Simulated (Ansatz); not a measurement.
Ansatz (an electronic-structure program) input:

Ansatz 0.2 input:
```yaml
crystal:
  lattice:
    - [3.8437100683, 0.0, 0.0]
    - [-1.9218550342, 3.3287505639, 0.0]
    - [0.0, 0.0, 18.9049481718]
  atoms:
    - { symbol: Si, position: [0.0, 0.0, 0.6871739815] }
    - { symbol: Si, position: [0.0, 0.0, 0.8128260185] }
    - { symbol: Si, position: [0.3333333333, 0.6666666667, 0.854645038] }
    - { symbol: Si, position: [0.3333333333, 0.6666666667, 0.9792046158] }
    - { symbol: Si, position: [0.6666666667, 0.3333333333, 0.0207953842] }
    - { symbol: Si, position: [0.6666666667, 0.3333333333, 0.145354962] }
    - { symbol: Si, position: [0.0, 0.0, 0.1871739815] }
    - { symbol: Si, position: [0.0, 0.0, 0.3128260185] }
    - { symbol: Si, position: [0.6666666667, 0.3333333333, 0.354645038] }
    - { symbol: Si, position: [0.6666666667, 0.3333333333, 0.4792046158] }
    - { symbol: Si, position: [0.3333333333, 0.6666666667, 0.5207953842] }
    - { symbol: Si, position: [0.3333333333, 0.6666666667, 0.645354962] }
kpoints:
  mp_grid: { grid: [8, 8, 2] }
hamiltonian:
  xc: r2scan
  pseudopotentials: { kind: paw }
scf:
  occupations: { method: fixed }
checkpoint: { read: static.run }
output: { bader: true, populations: true }
```

Output (shortened):

```
Pseudopotential: Si, paw, valence charge 4
Functional definition: r2SCAN
Crystal: 12 atoms, lattice volume = 241.884 Å³
Basis set: ecut = 500 eV, 6015 PW (Γ), exchange–correlation on 120×120×576 points (64 copies of the dense FFT grid, shifted against one another)
Bands: 36, of which v1, the nominal top of the filled ones, is band 24 counted from 1 (23 counted from 0)
Symmetry: 24 space group operations
Space group: P63/mmc (ITA 194), of the structure as read, at distance tolerance 6.2e-5 Å
k-points: 20 of 128
Stability of the state it starts from, as read at its close in the unpolarized treatment …
iter 1 solved again at ethr=6.50e-8 eV; its pass at ethr=3.10e-3 eV (dr2=3.12e-5 eV) is discarded
SCF iter   1: F=—  HF=-7668.758974 eV  |F-HF|=—  |Δ(HF+E_count)|=         —  Δρ=2.31e-7  dr2=1.37e-10  dr2_τ=2.94e-12  ethr=6.50e-8  ⟨swp⟩=3.2  Hψ=4878  notcnv=0  defer=199
preconditioner: auto → Resta (q_TF=auto, 2.084 Å⁻¹)
SCF iter   2: F=-7668.758974 eV  HF=-7668.758974 eV  |F-HF|=1.82e-12  |Δ(HF+E_count)|=   2.65e-8  Δρ=7.38e-8  dr2=1.29e-11  dr2_τ=1.97e-12  ethr=1.00e-12  ⟨swp⟩=14.7  Hψ=4726  notcnv=0
SCF 1 converged in 2 iterations: F = -7668.758974 eV  dr2 = 1.29e-11
SCF converged after 2 iterations
Free energy (F): -7668.758974 eV
Harris-Foulkes:  -7668.758974 eV  (|F-HF|=1.82e-12)
Internal energy: -7668.758974 eV  (E = F + TS)
E sigma→0 (E₀):  -7668.758974 eV
Fermi energy:    6.166002 eV
--- Per-component energies (eV) ---
  E_band       = 38.686069
  E_kinetic    = 484.901431
  E_local      = -323.539688  (includes V_loc(G=0)·N_el)
  E_nonlocal   = 299.936346
  E_hartree    = 90.446021
  E_xc         = -618.072595
  E_vxc        = -596.936193  (∫ρ·V_xc dr)
  E_paw        = -6234.088568  (= ΣΔE_a)
  E_vpaw       = -29.925036  (= ΣTr[D̂ρ^β])
  E_aug_tail   = 0.000051  (compensation charges beyond the density's cutoff)
  E_vtau       = 23.357153  (kinetic-family band-sum trace: ∫τ·v_τ [+ j·A + Jᵃ·Aᵃ] dr)
  E_ewald      = -1367.424776
  E_core_change = -0.917196  (= ΣΔE_core)
  E_smearing   =  0.000000  (= −TS)
  E_closure    = 0.000000  (closes the sum)
  Σ components = -7668.758974   (vs F -7668.758974, Δ=0.00e0)
  [band-id]    e_kinetic+e_local+e_nonlocal+2·e_hartree+e_vxc+e_vpaw+e_augmentation_tail+e_vtau = 38.686105   (vs E_band 38.686069, Δ=3.57e-5)
--- Band table (eV; the first three rows and the last of 20) ---
  k-point 0: bands = ["-6.4108", "-6.0425", "-6.0252", "-4.9788", "-4.9726", "-3.9876", "-1.1637", "0.5224", "0.5458", "3.6016", "3.6115", "4.7834", "4.7834", "4.9840", "4.9840", "5.0645", "5.0645", "5.6057", "5.6057", "5.7230", "5.7230", "6.0511", "6.1660", …
  k-point 1: bands = ["-6.3159", "-6.3159", "-5.5765", "-5.5765", "-4.3320", "-4.3320", "-0.6406", "-0.6406", "1.9992", "1.9992", "4.8428", "4.8428", "4.8428", "4.8428", "5.1791", "5.1791", "5.3081", "5.3081", "5.3081", "5.3081", "6.0102", "6.0102", "6.0102", …
  k-point 2: bands = ["-6.2204", "-5.8528", "-5.8364", "-4.7911", "-4.7860", "-3.7952", "-1.0725", "0.5803", "0.6042", "3.3712", "3.3909", "3.5049", "3.8371", "3.8929", "4.3795", "4.6343", "4.6426", "4.6721", "4.7197", "5.0280", "5.3478", "5.4090", "5.7764", …
  k-point 19: bands = ["-3.4173", "-3.4173", "-3.0809", "-3.0809", "-2.6441", "-2.6441", "-1.3434", "-1.3434", "-0.9560", "-0.9560", "-0.6097", "-0.6097", "1.4946", "1.4946", "1.8281", "1.8281", "2.2992", "2.2992", "3.0560", "3.0560", "3.5418", "3.5418", …
--- Löwdin populations: 12 sites ---
  site symbol       q [e]
     0     Si      3.9677
     1     Si      3.9677
     2     Si      3.9547
     3     Si      3.9585
     4     Si      3.9585
     5     Si      3.9547
     6     Si      3.9677
     7     Si      3.9677
     8     Si      3.9547
     9     Si      3.9585
    10     Si      3.9585
    11     Si      3.9547
  spilling = 0.009932 (of n_electrons = 48.000000)
--- Bader charges: 12 sites ---
  site symbol  charge [e]  shift [e]
     0     Si     -0.0133     0.0011
     1     Si     -0.0133     0.0011
     2     Si      0.0074     0.0006
     3     Si      0.0059     0.0005
     4     Si      0.0059     0.0005
     5     Si      0.0074     0.0006
     6     Si     -0.0133     0.0011
     7     Si     -0.0133     0.0011
     8     Si      0.0074     0.0006
     9     Si      0.0059     0.0005
    10     Si      0.0059     0.0005
    11     Si      0.0074     0.0006
  shift: an alarm, by how much a part of what the PAW files miss would move the charge. Where it is large, compare
  with a run on PAW files of another source; a small one proves nothing
  estimated error of the sums over rays = 1.3e-4 e
```

Cost: very roughly 5 core-minutes on shared cores.

Space group P6_3/mmc. The start of the workflow was typed in or built on a structure type; the Crystallography Open Database copy checked does not list it. It is not the phase usual at ambient conditions (space group No. 227). Symmetry was held in the r²SCAN relaxation; whether a distortion lowers the energy is not shown.

Potentials: the later of the program's two PAW sets.

Ansatz is a plane-wave DFT program.
